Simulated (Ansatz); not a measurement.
**WS2 with oxygen replacing S: gradients before and after relaxing the atoms**

Start: a supercell of WS2 (space group P6_3/mmc) built from a COD entry (the entry's cell lengths or inner coordinates differ somewhat from later room-temperature determinations), with all atoms left at the host's positions.

Space group P3m1 (No. 156); a = 9.5400, c = 12.5000 Å, γ = 120.00°.

| site | Wyckoff | site symmetry | x | y | z |
| --- | --- | --- | --- | --- | --- |
| W1 | 1a | 3m. | 0.0000 | 0.0000 | 0.2500 |
| W2 | 6e | 1 | 0.0000 | 0.3333 | 0.2500 |
| W6 | 1b | 3m. | 0.3333 | 0.6667 | 0.2500 |
| W8 | 1c | 3m. | 0.6667 | 0.3333 | 0.2500 |
| W10 | 3d | .m. | 0.1111 | 0.8889 | 0.7500 |
| W12 | 3d | .m. | 0.1111 | 0.5556 | 0.7500 |
| W14 | 3d | .m. | 0.4444 | 0.2222 | 0.7500 |
| O | 1a | 3m. | 0.0000 | 0.0000 | 0.6250 |
| S20 | 6e | 1 | 0.0000 | 0.3333 | 0.6250 |
| S24 | 1b | 3m. | 0.3333 | 0.6667 | 0.6250 |
| S26 | 1c | 3m. | 0.6667 | 0.3333 | 0.6250 |
| S28 | 3d | .m. | 0.1111 | 0.8889 | 0.1250 |
| S30 | 3d | .m. | 0.1111 | 0.5556 | 0.1250 |
| S32 | 3d | .m. | 0.4444 | 0.2222 | 0.1250 |
| S37 | 1a | 3m. | 0.0000 | 0.0000 | 0.8750 |
| S38 | 6e | 1 | 0.0000 | 0.3333 | 0.8750 |
| S42 | 1b | 3m. | 0.3333 | 0.6667 | 0.8750 |
| S44 | 1c | 3m. | 0.6667 | 0.3333 | 0.8750 |
| S46 | 3d | .m. | 0.1111 | 0.8889 | 0.3750 |
| S48 | 3d | .m. | 0.1111 | 0.5556 | 0.3750 |
| S50 | 3d | .m. | 0.4444 | 0.2222 | 0.3750 |

One atom of each set is listed.

The numbers come from a DFT calculation in Ansatz (PBE, plane waves and PAW, scalar-relativistic, 420 eV cutoff, Γ-centred 3×3×2 k-points, Fermi–Dirac smearing 0.01 eV).

The largest force at the start is 4.5 eV/Å. Relaxing the ions at fixed cell moves them by 0.472 Å at most (atom 19, O) and 0.071 Å rms.

```csv
site,moved (Å),first shell before,first shell after,V_zz before (10²¹ V/m²),η before
W1,0.006,6 S at 2.41 Å,6 S at 2.41 Å,-17.97,0.00
W2,0.002,6 S at 2.41 Å,6 S at 2.41–2.42 Å,-17.89,0.01
W6,0.001,6 S at 2.41 Å,6 S at 2.41–2.42 Å,-17.81,0.00
W10,0.065,"5 S at 2.41 Å, 1 O at 2.41 Å","1 O at 2.09 Å, 5 S at 2.41–2.43 Å",-20.1,0.77
W12,0.037,6 S at 2.41 Å,6 S at 2.41–2.43 Å,-17.64,0.01
W14,0.021,6 S at 2.41 Å,6 S at 2.41–2.42 Å,-18.05,0.06
O,0.472,3 W at 2.41 Å,3 W at 2.09 Å,1.48,0.00
S37,0.097,3 W at 2.41 Å,3 W at 2.42 Å,-4.35,0.00
S38,0.026,3 W at 2.41 Å,3 W at 2.41–2.42 Å,-4.94,0.21
S46,0.006,3 W at 2.41 Å,3 W at 2.41–2.42 Å,-4.88,0.01
```

Q: What are V_zz and η after the relaxation?

A: 

```json
{"site": "W1", "V_zz after": "-17.58", "η after": "0.00", "change of V_zz": "+0.39"}
{"site": "W2", "V_zz after": "-17.53", "η after": "0.00", "change of V_zz": "+0.36"}
{"site": "W6", "V_zz after": "-17.53", "η after": "0.00", "change of V_zz": "+0.28"}
{"site": "W10", "V_zz after": "-15.16", "η after": "0.12", "change of V_zz": "+4.97"}
{"site": "W12", "V_zz after": "-17.15", "η after": "0.14", "change of V_zz": "+0.49"}
{"site": "W14", "V_zz after": "-17.48", "η after": "0.05", "change of V_zz": "+0.57"}
{"site": "O", "V_zz after": "-5.43", "η after": "0.00", "change of V_zz": "-6.91"}
{"site": "S37", "V_zz after": "-5.01", "η after": "0.00", "change of V_zz": "-0.66"}
{"site": "S38", "V_zz after": "-5.01", "η after": "0.15", "change of V_zz": "-0.07"}
{"site": "S46", "V_zz after": "-4.68", "η after": "0.01", "change of V_zz": "+0.20"}
```

The largest change of V_zz is on O, from 1.48 to -5.43. The whole tensor moves most on W10, by 15.68 along its most changed direction. In per cent, |V_zz| changes by -25 to -2 on W, -4 to +15 on S (all sites that start above 0.5, bar those whose gradient vanishes or changes sign or whose main axis turns by over 40°). Where |V_zz| stays above 0.1, η moves most on W10, from 0.77 to 0.12. V_zz changes sign on O (same axis). The table leaves out 11 of the 21 sites, with |V_zz| up to 17.78; their tensors move by 0.35 at most along any direction. The statements above cover all sites. The host's own positions weren't relaxed first, so part of the change far from the defect can be the host's relaxation.

The defect repeats with the cell of 54 atoms, so it feels its images: sites between two images don't show the values beside a lone defect, and zeros or small values of η there can come from the images' arrangement. S and W carry a gradient in the pure host already, so the values there aren't the defect's effect alone. Without spin–orbit coupling the gradients at and beside W can be off by some per cent, at some sites by more.
Before: The neighbours have not yet relaxed around the defect (largest force 4.5 eV/Å), so the values at and beside it are those of a strained start, not of the defect in a real crystal.
After: The relaxation keeps the site symmetry 3m of the start, so the impurity can move only along its axis; a start off the site could end lower.
